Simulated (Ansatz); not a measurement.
# Elastic constants of Lu (P6_3/mmc), step by step

```yaml
crystal:
  lattice:
    - [3.50467, 0.00000, 0.00000]
    - [-1.75233, 3.03513, 0.00000]
    - [0.00000, 0.00000, 5.46484]
  atoms:
    - { symbol: Lu, position: [0.33333, 0.66667, 0.25000] }
    - { symbol: Lu, position: [0.66667, 0.33333, 0.75000] }
```

Computed, not measured; unless marked otherwise by r²SCAN, PAW on Ansatz 0.2.0's default frozen-core files (fitted under PBE), scalar-relativistic. k mesh 16×16×10, strains of ±0.005, Fermi-Dirac smearing of 0.080 eV, cutoff 500 eV. The cell was relaxed by PAW under this functional.

The cell is hexagonal and carries a residual pressure of -0.01 GPa at this level. Each strain component that symmetry leaves independent is applied at ±0.005, the ions relax wherever a strain frees them, and the stress (tension positive, GPa) is read. Shears are engineering strains, γ = 2ε.

| strain | size | σxx | σyy | σzz | σyz | σxz | σxy |
| --- | --- | --- | --- | --- | --- | --- | --- |
| xx | -0.005 | -0.4462 | -0.1469 | -0.1102 | 0.0000 | 0.0000 | 0.0000 |
| xx | +0.005 | 0.4702 | 0.1819 | 0.0914 | 0.0000 | 0.0000 | 0.0000 |
| zz | -0.005 | -0.0828 | -0.0828 | -0.4600 | 0.0000 | 0.0000 | 0.0000 |
| zz | +0.005 | 0.1185 | 0.1185 | 0.4294 | 0.0000 | 0.0000 | 0.0000 |
| yz | -0.005 | 0.0183 | 0.0191 | -0.0097 | -0.1399 | 0.0000 | 0.0000 |
| yz | +0.005 | 0.0183 | 0.0191 | -0.0097 | 0.1399 | 0.0000 | 0.0000 |

A central difference gives one constant, for example C11 ≈ (0.4702 − (-0.4462))/(0.01) = 91.6 GPa; the program then imposes the crystal's symmetry on the whole matrix.

Problem. What are the independent elastic constants?

Solution. C11 = 91.6, C12 = 32.9, C13 = 20.1, C33 = 88.9, C44 = 28.0 GPa.

Problem. Is the crystal stable against homogeneous strain?

Solution. The least eigenvalue of the 6×6 matrix is 28.0 GPa, so yes.

Problem. What moduli does a random aggregate of grains have?

Solution. Voigt and Reuss bounds: B from 46.3 to 46.5 and G from 30.0 to 30.3 GPa; their means are B = 46.4 and G = 30.2 GPa. Then E = 9BG/(3B + G) = 74.4 GPa, ν = (3B − 2G)/(6B + 2G) = 0.233 and B/G = 1.54, on the brittle side of Pugh's 1.75 (a rule of thumb).

Problem. With the density of 9.996 g/cm³, how fast does sound travel, and what Debye temperature follows?

Solution. 

```csv
direction,slow (m/s),middle (m/s),fast (m/s)
x,1673,1714,3028
y,1673,1714,3028
z,1673,1673,2983
```

The mean of v⁻³ over directions and branches gives v_m = 1923 m/s and θ_D = (ħ/k_B) v_m (6π²n)^(1/3) = 186 K, n being atoms per volume. Young's modulus spans 70 to 82 GPa over directions, and the universal anisotropy index is 0.06.

Caveats: frozen-core PAW files fitted under PBE, their cores solved anew for the functional of the run; responses of metals move with mesh and smearing; elastic stability says nothing of phonons or of other phases.
